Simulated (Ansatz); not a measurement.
Consider the following.

TiO2 (rutile)

```
TiO2
1.0
    4.64353     0.00000     0.00000
    0.00000     4.64353     0.00000
    0.00000     0.00000     2.96370
Ti O
2 4
Direct
  0.00000   0.00000   0.00000
  0.50000   0.50000   0.50000
  0.30512   0.30512   0.00000
  0.80512   0.19488   0.50000
  0.19488   0.80512   0.50000
  0.69488   0.69488   0.00000
```

In this cell atom 2 (Ti, nearest neighbour O at 1.958 Å; its periodic images, 3.0 Å or more away, move with it) is moved by s along Cartesian [110], unit vector (0.707, 0.707, 0.000); all other atoms and the cell stay fixed.

Computed with PBE (plane waves to 420 eV, PAW, scalar-relativistic; Ansatz, a program for electronic structure). k mesh 6×6×9 (Γ-centred), Fermi-Dirac smearing 0.05 eV. Energies are smeared free energies. The PAW data are Ansatz's earlier set. TiO2 is run without spin polarisation. TiO2 was relaxed with its symmetry unable to fall. ΔE is measured from the undisplaced structure.

The scan covers s from -0.200 to 0.200 Å in 11 points.

**Question.** Is this a single well or a double well?

**Answer.** A single well with its minimum at or next to zero displacement.

**Question.** Is the energy the same for equal positive and negative displacements?

**Answer.** Even: the same for both signs. With its periodic images moving along, the atom's site symmetry in this cell is mmm.

(A displaced cell: forces are minus the slopes of the energy, force constants its curvatures, and phonons follow from these.)
